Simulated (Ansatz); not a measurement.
Data:

ZrSi$_{2}$:
```
ZrSi2
1.0
    1.84519    -7.43374     0.00000
    1.84519     7.43374     0.00000
    0.00000     0.00000     3.66473
Zr Si
2 4
Direct
  0.89410   0.10590   0.25000
  0.10590   0.89410   0.75000
  0.44827   0.55173   0.75000
  0.55173   0.44827   0.25000
  0.25022   0.74978   0.25000
  0.74978   0.25022   0.75000
```

This is the r²SCAN-relaxed structure.

### Question
All from r²SCAN (plane waves, PAW; program Ansatz), unless another level is named. Predict the electronic character.

### Answer
metallic (no gap).

### Question
And the density of states at the Fermi level?

### Answer
0.20 states/eV per atom (mean over ±0.08 eV).

### Question
Give the formation energy from the elements (no fitted shifts).

### Answer
-0.66 eV/atom.

Space group Cmcm. Symmetry was held in the r²SCAN relaxation. The run is not spin-polarised. The references are the lowest solids computed at this level, not always the standard phases. Scalar-relativistic: spin–orbit coupling is off unless named, which matters more the heavier the elements.

Potentials: the earlier of the program's two PAW sets.
